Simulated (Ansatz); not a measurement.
Input:

WSe2:
Space group P6₃/mmc (No. 194); a = 3.321 Å, b = 3.321 Å, c = 15.271 Å, α = 90.00°, β = 90.00°, γ = 120.00°

| atom | site | symmetry | x | y | z |
|---|---|---|---|---|---|
| W | 2c | -6m2 | 0.3333 | 0.6667 | 0.2500 |
| Se | 4f | 3m. | 0.6667 | 0.3333 | 0.1401 |

This is the PBE-relaxed structure.

### Question
All from PBE in the plane-wave PAW code Ansatz, unless another level is named. Predict the smallest direct gap on the standard path.

### Answer
1.53 eV.

### Question
Predict the formation energy from the elements (no fitted shifts).

### Answer
-0.56 eV/atom.

### Question
Give the band gap.

### Answer
1.47 eV (indirect).

### Question
Next, the conduction-band minimum?

### Answer
on the K–Γ line, 48 % of the way from K (6 equivalent valleys).

### Question
And the valence-band maximum?

### Answer
at K.

Space group P6_3/mmc. Symmetry was held in the PBE relaxation. No spin polarisation was allowed. The volume lies over 15 % above that of the usual cell of this phase: another minimum, or an error of the functional. A crystal of weakly bound layers computed without a dispersion correction: the cell and the soft elastic constants depend strongly on that. The references are the lowest solids computed at this level, not always the standard phases. Spin–orbit coupling is left out wherever it is not named.

Potentials: the later of the program's two PAW sets.
